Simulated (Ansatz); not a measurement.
Pb₄Se₃S:
```
CELL_PARAMETERS angstrom
      4.24028     0.00000     0.00000
      0.00000     4.24028     0.00000
      0.00000     0.00000    11.98472
ATOMIC_POSITIONS crystal
  Pb 0.00000 0.00000 0.25498
  Pb 0.00000 0.00000 0.74502
  Pb 0.50000 0.50000 0.00000
  Pb 0.50000 0.50000 0.50000
  Se 0.50000 0.50000 0.25098
  Se 0.50000 0.50000 0.74902
  Se 0.00000 0.00000 0.00000
  S  0.00000 0.00000 0.50000
```

Relaxed with LDA. Special points in fractions of this cell's reciprocal vectors: Γ (0.000, 0.000, 0.000); X (0.000, 0.500, 0.000); M (0.500, 0.500, 0.000); Z (0.000, 0.000, 0.500); R (0.000, 0.500, 0.500); A (0.500, 0.500, 0.500).

Question: List the band energies nearest the Fermi level at these points for LDA in the plane-wave PAW code Ansatz.

Answer: In eV from the Fermi level; about four levels below and three above (degenerate sets whole), none deeper than 8.9 eV; points with the same levels are listed once.

| k | below | above |
|---|---|---|
| Γ | -2.16 -2.16 -1.85 -1.82 | 2.21 2.35 3.44 |
| X | -0.87 -0.02 -0.01 -0.01 | 0.05 1.18 1.26 |
| M | -3.58 -3.58 -3.56 -1.02 -0.88 | 1.76 1.77 3.44 3.44 |
| Z | -2.36 -2.36 -1.45 -1.17 | 2.50 2.67 3.66 |
| R | -0.92 -0.64 -0.58 -0.52 | 0.67 0.68 0.74 |
| A | -2.63 -2.55 -2.47 -2.39 | 3.67 3.73 3.78 3.78 |

Space group P4/mmm. The first step of the workflow began from a Materials Project structure, measured or hypothetical; the Crystallography Open Database copy checked does not list it. With Se and S taken as one species the cell has the higher symmetry Fm-3m, so it may be an ordered model of a mixed-site phase. Whether it is the stable phase at ambient conditions was not checked. The LDA relaxation kept the symmetry of its start; of distortions, only those at the zone centre were tested. The Fermi level of a semimetal is unsure by some 0.05 eV on such meshes. Spin–orbit coupling is left out wherever it is not named.

Potentials: the later of the program's two PAW sets.
